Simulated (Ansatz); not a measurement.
**Calculated Ca-43 NMR of the central transition for Ca5Ge2N6**

Cell: a Materials Project structure (computed, not necessarily an observed phase), taken as it stands.

Space group C2/c (No. 15); a = 10.2857, b = 6.0235, c = 13.1092 Å, β = 98.99°.

| site | Wyckoff | site symmetry | x | y | z |
| --- | --- | --- | --- | --- | --- |
| Ca1 | 8f | 1 | 0.5785 | 0.2490 | 0.5073 |
| Ca5 | 8f | 1 | 0.1505 | 0.9094 | 0.2150 |
| Ca9 | 4e | 2 | 0.5000 | 0.8793 | 0.2500 |
| Ge | 8f | 1 | 0.7809 | 0.1283 | 0.0808 |
| N15 | 8f | 1 | 0.9512 | 0.0440 | 0.1295 |
| N19 | 8f | 1 | 0.6541 | 0.0281 | 0.1575 |
| N23 | 8f | 1 | 0.2692 | 0.9554 | 0.0624 |

One atom of each set is listed; the run and its k-mesh use a cell of 26 atoms with edges of 5.96, 5.96, 13.11 Å.

Computed with Ansatz: DFT, PBE, plane waves and PAW, scalar-relativistic, 420 eV cutoff, Γ-centred 6×6×3 k-points, Fermi–Dirac smearing 0.02 eV.

Ca-43 has I = 7/2 and Q = -40.80 mb (Pyykkö 2018); at 35.2 T its Larmor frequency is ν₀ = 101.0 MHz. Only the quadrupole interaction is simulated: positions count from each site's isotropic chemical shift, and J coupling is left out, as are shift anisotropy and dipolar coupling, which fast spinning averages.

Q: Give C_Q, η, the quadrupolar product P_Q = |C_Q|(1 + η²/3)^½, the second-order isotropic shift and the breadth of the pattern (fast magic-angle spinning) for each Ca site.

A: 

| site | first shell | C_Q (MHz) | η | P_Q (MHz) | δ_QIS (ppm) | breadth (kHz) |
| --- | --- | --- | --- | --- | --- | --- |
| Ca1 | 5 N at 2.51–2.66 Å | -4.82 | 0.30 | 4.89 | -5.99 | 1.39 |
| Ca5 | 5 N at 2.32–2.56 Å | -4.10 | 0.22 | 4.14 | -4.28 | 0.980 |
| Ca9 | 4 N at 2.32–2.56 Å; also 2 N at 3.17 Å | 5.22 | 0.72 | 5.66 | -8.01 | 1.85 |

δ_QIS = −(ν_Q²/30ν₀²)[I(I+1) − 3/4](1 + η²/3) × 10⁶ ppm with ν_Q = 3|C_Q|/[2I(2I−1)]; it falls as 1/B₀² in ppm, and the breadth as 1/B₀ in kHz.
